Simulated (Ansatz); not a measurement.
InAs (rock salt, Fm-3m), the program Ansatz at the PBEsol level (PAW), all energies at zero smearing, with the estimated change up to a 700 eV cutoff added, with one set of potentials and settings (totals compare only within such a set). Cell of 2 atoms (1 As, 1 In): -10338.555 eV.

```csv
element,reference phase,E (eV/atom)
As,"R-3m, 2 atoms in the cell",-4813.0241
In,"I4/mmm, 1 atoms in the cell",-5525.4106
```

Formation energy per atom, worked out: (-10338.555 − 1×(-4813.0241) − 1×(-5525.4106))/2 = -0.060 eV/atom (-6 kJ per mol of atoms), at 0 K, without zero-point energy or fitted corrections.

A made-up cell: these elements were put on the sites of a structure type; the Crystallography Open Database copy checked does not list it. It is not the phase usual at ambient conditions (space group No. 216). Symmetry was held in the PBEsol relaxation; of distortions, only those at the zone centre were tested. The references are the lowest solids computed at this level, not always the standard phases.

Potentials: the later of the program's two PAW sets.
